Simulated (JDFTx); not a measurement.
HfB2(0001) slab cut from bulk HfB2 (space group P6/mmm, indices of the conventional cell, lattice of the Materials Project entry mp-1994, not re-optimised): 8 atoms in 5 planes, a 1x1 cell of 8.50 Å² (|a| = 3.133, |b| = 3.133 Å), 6.8 Å between the outermost planes, B outermost, slab composition Hf2B6, cell height 23.0 Å, 8×8×1 k mesh, Fermi smearing 0.01 Ha, no spin polarisation. Whether this polymorph is the ambient one wasn't checked. Neither spin polarisation nor a larger cell was tried.

Level of theory: PBE, GBRV ultrasoft potentials, plane waves to 20/100 Ha; code: a modified build of JDFTx. Liquid: CANDLE, water, 1 M NaCl. The neutral cell holds 42 valence electrons and has two faces of 8.499 Å² each. Last filling lines of the neutral and of a charged run (μ in hartree, zero in the bulk liquid):

```
FillingsUpdate:  mu: -0.208793341  nElectrons: 42.000000
FillingsUpdate:  mu: -0.227478000  nElectrons: 41.940036
```

Worked example: both potentials, by the convention U = −μ/e − 4.44 V vs SHE, the surface charge density and the mean capacitance.

U_pzc = 0.20879 × 27.2114 − 4.44 = 1.24 V; U = 0.22748 × 27.2114 − 4.44 = 1.75 V. The cell has -0.0600 excess electrons, a net charge of 0.0600 e, shared by two faces: σ = 0.0600 e / (2 × 8.499 Å²) = 0.00353 e/Å² = 5.7 μC/cm² (1 e/Å² = 1602.18 μC/cm²). C = σ/(U − U_pzc) = 5.7/0.51 ≈ 11 μF/cm².
